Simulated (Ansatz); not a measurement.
Consider the following.

Mo:
```
Mo
1.0
    2.73668     0.00000     0.00000
   -1.36834     2.37004     0.00000
    0.00000     0.00000     4.92780
Mo
2
Direct
  0.33333   0.66667   0.25000
  0.66667   0.33333   0.75000
```

This is the r²SCAN-relaxed structure.

Q: All from r²SCAN (plane waves, PAW; program Ansatz), unless another level is named. Predict the density of states at the Fermi level.

A: 1.1 states/eV per atom (mean over ±0.08 eV).

Q: Give the gap with spin–orbit coupling.

A: none (metallic).

Space group P6_3/mmc (hcp (Mg type)). The start of the workflow was typed in or built on a structure type; the Crystallography Open Database copy checked does not list it. It is not the phase usual at ambient conditions (space group No. 229). The r²SCAN relaxation kept the symmetry of its start; its stability against distortions is not shown here. No spin polarisation was allowed. Spin–orbit coupling is left out wherever it is not named.

Potentials: the later of the program's two PAW sets.
